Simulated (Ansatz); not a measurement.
**Sn₄Se₃S: stable or not**

It was reached by relaxing an invented guess, and it needn't be the stable form of this composition.

The calculation used DFT PBE, scalar-relativistic, plane waves, PAW in Ansatz 0.2.0. Cutoff 420 eV, Γ-centred 8×8×4 mesh (8-atom cell), Gaussian smearing of 0.02 eV, no spin polarisation.

```
Sn Se S
1.0
     4.25130    0.00000    0.00000
     0.00000    4.25130    0.00000
     0.00000    0.00000   12.02148
Sn Se S
4 3 1
Cartesian
  0.0000 0.0000 9.0840
  2.1256 2.1256 0.0000
  0.0000 0.0000 2.9374
  2.1256 2.1256 6.0107
  2.1256 2.1256 2.9907
  0.0000 0.0000 6.0107
  2.1256 2.1256 9.0308
  0.0000 0.0000 0.0000
```

Energies over the elements count from the elements' standard structures at the same level, with no fitted energy shifts. The references include grey tin.

Problem. These tests were run: energy against the elements; phonons on a 2×2×1 q mesh. What do they show?

Solution.

| test | result |
| --- | --- |
| energy against the elements | −0.421 eV/atom |
| phonons on a 2×2×1 q mesh | imaginary modes down to 90i cm⁻¹ |

It fails one test: phonons on a 2×2×1 q mesh. So it isn't even a local minimum.

The reference forms of S and Se are held partly by dispersion forces, which this level lacks. The run for the phonons used an 8×8×4 k mesh.
